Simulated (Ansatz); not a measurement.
Relaxed SiO$_{2}$ (rutile):

```xyz
6
Lattice="4.1946 0.0000 0.0000 0.0000 4.1946 0.0000 0.0000 0.0000 2.6784" Properties=species:S:1:pos:R:3 pbc="T T T"
Si     0.0000     0.0000     0.0000
Si     2.0973     2.0973     1.3392
O      1.2838     1.2838     0.0000
O      3.3811     0.8135     1.3392
O      0.8135     3.3811     1.3392
O      2.9108     2.9108     0.0000
```

These are PBEsol (plane waves to 420 eV, PAW, scalar-relativistic; Ansatz, a program for electronic structure) values and carry that method's errors. k mesh 6×6×10 (Γ-centred), Fermi-Dirac smearing 0.05 eV. SiO2 was relaxed with its symmetry unable to fall.

One atom of the cell was then moved (with its periodic images), all else fixed, and the forces (eV/Å) came out as:

| atom | Fx | Fy | Fz |
|---|---|---|---|
| Si1 | -0.241 | -0.306 | 0.000 |
| Si2 | -0.009 | 0.043 | 0.000 |
| O3 | -0.017 | -0.839 | 0.000 |
| O4 | 0.027 | -0.003 | 0.000 |
| O5 | 1.168 | 1.148 | 0.000 |
| O6 | -0.929 | -0.043 | 0.000 |

Task: Which atom was moved, and by which vector (Å)?

Result: O5, by (-0.10, -0.10, 0.00), 0.14 Å in all.

(A displaced cell: forces are minus the slopes of the energy, force constants its curvatures, and phonons follow from these.)
